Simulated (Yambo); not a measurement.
# Excitons in CsBH4

```
CELL_PARAMETERS angstrom
      0.00000     3.66599     3.66599
      3.66599     0.00000     3.66599
      3.66599     3.66599     0.00000
ATOMIC_POSITIONS crystal
  H  0.40338 0.78986 0.40338
  H  0.40338 0.40338 0.78986
  H  0.40338 0.40338 0.40338
  H  0.78986 0.40338 0.40338
  B  0.50000 0.50000 0.50000
  Cs 0.00000 0.00000 0.00000
```

The geometry is that of Materials Project entry mp-1225884, symmetrised and not relaxed again.

BSE in Yambo on PBEsol (Quantum ESPRESSO, PseudoDojo norm-conserving, 76 Ry, no spin-orbit coupling) bands: 8×8×8 mesh, 3 valence and 7 conduction bands, static screening with 44 bands and a 3 Ry block, scissor 2.96 eV, Tamm-Dancoff; field along x.

```tsv
state	energy (eV)	states within 2 meV	relative strength	class	main transitions
1	7.29	3	< 0.01	dark	several band pairs
2	7.39	3	1.00	strong	several band pairs
3	7.57	2	< 0.01	dark	several band pairs
4	7.72	1	< 0.01	dark	several band pairs
5	7.89	3	0.40	strong	several band pairs
6	7.97	3	0.01	weak	several band pairs
```

These are vertical excitations (zero momentum). The direct quasiparticle gap on this mesh is 8.52 eV; counted from there, state 1 is bound by 1.23 eV. On a 4×4×4 mesh the same difference is 1.30 eV.

Spin singlets only. Strengths are relative to the strongest of the lowest states of this run; strong means a line over 3 % of the spectrum's maximum, dark under 0.03 %. Absolute energies carry the error of the G0W0 scissor, whose convergence isn't established.

The structure is a Materials Project entry; no match was found in the copy of COD used, and its stability was not checked.
